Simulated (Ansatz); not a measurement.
InGaN₂:
```
CELL_PARAMETERS angstrom
      3.31995     0.00000     0.00000
     -1.65998     2.87516     0.00000
      0.00000     0.00000     5.45412
ATOMIC_POSITIONS crystal
  In 0.00000 0.00000 0.99662
  Ga 0.66667 0.33333 0.49588
  N  0.66667 0.33333 0.14656
  N  0.00000 0.00000 0.60254
```

Relaxed with LDA.

Q: Which orbitals make up the states near the band edges in DFT-LDA in the program Ansatz with PAW potentials?

A: Top 1 eV of the valence band: N 2p 87 %, In 5p 6 %. Bottom 1 eV of the conduction band: N 2p 30 %, N 2s 30 %, In 5s 16 %, Ga 4s 14 %, In 5p 6 %. Projections are on Löwdin-orthogonalised atomic valence shells; empty p or d shells of many metals are not among them.

Q: Tabulate the density of states.

A: States/eV per cell of 4 atoms, in 0.25 eV bins, energy from the valence-band maximum.

```csv
E (eV),total,N 2p,In 5p,Ga 4p
-7.85,0.00,0.00,0.00,0.00
-7.60,0.00,0.00,0.00,0.00
-7.35,0.00,0.00,0.00,0.00
-7.10,0.00,0.00,0.00,0.00
-6.85,0.03,0.01,0.00,0.00
-6.60,0.52,0.27,0.03,0.05
-6.35,1.65,0.85,0.09,0.12
-6.10,2.12,1.11,0.10,0.13
-5.85,2.17,1.15,0.10,0.10
-5.60,1.29,0.70,0.08,0.05
-5.35,1.31,0.71,0.08,0.05
-5.10,1.68,0.92,0.14,0.08
-4.85,1.37,0.73,0.12,0.10
-4.60,1.06,0.57,0.09,0.11
-4.35,0.94,0.53,0.07,0.12
-4.10,1.43,0.87,0.11,0.19
-3.85,1.46,0.90,0.11,0.18
-3.60,1.54,0.97,0.12,0.19
-3.35,1.76,1.15,0.15,0.22
-3.10,1.94,1.31,0.17,0.24
-2.85,2.28,1.60,0.19,0.28
-2.60,2.31,1.68,0.16,0.28
-2.35,2.57,1.91,0.18,0.29
-2.10,2.75,2.09,0.21,0.26
-1.85,2.73,2.14,0.24,0.18
-1.60,3.50,2.83,0.31,0.16
-1.35,3.31,2.73,0.28,0.13
-1.10,2.21,1.85,0.17,0.06
-0.85,1.58,1.35,0.11,0.03
-0.60,1.23,1.08,0.07,0.02
-0.35,0.94,0.85,0.04,0.01
-0.10,0.31,0.28,0.01,0.00
0.15,0.00,0.00,0.00,0.00
0.40,0.00,0.00,0.00,0.00
0.65,0.00,0.00,0.00,0.00
0.90,0.01,0.00,0.00,0.00
1.15,0.03,0.01,0.00,0.00
1.40,0.05,0.02,0.00,0.00
1.65,0.07,0.02,0.01,0.00
1.90,0.11,0.04,0.01,0.01
2.15,0.16,0.05,0.02,0.01
2.40,0.22,0.07,0.03,0.02
2.65,0.32,0.10,0.04,0.03
2.90,0.48,0.15,0.07,0.06
3.15,0.86,0.21,0.16,0.13
3.40,1.28,0.28,0.21,0.24
3.65,1.36,0.27,0.21,0.27
3.90,1.17,0.23,0.20,0.21
4.15,1.12,0.21,0.23,0.18
4.40,1.22,0.23,0.29,0.18
4.65,1.74,0.32,0.47,0.26
4.90,1.73,0.31,0.40,0.28
5.15,1.62,0.32,0.30,0.30
```

Space group P3m1. The workflow started from a Materials Project entry (that database holds measured and hypothetical structures alike); the Crystallography Open Database copy checked does not list it. With In and Ga taken as one species the cell has the higher symmetry P6_3mc, so it may be an ordered model of a mixed-site phase. Whether it is the stable phase at ambient conditions was not checked. Symmetry was held in the LDA relaxation; of distortions, only those at the zone centre were tested. Scalar-relativistic: spin–orbit coupling is off unless named, which matters more the heavier the elements.

Potentials: the later of the program's two PAW sets.
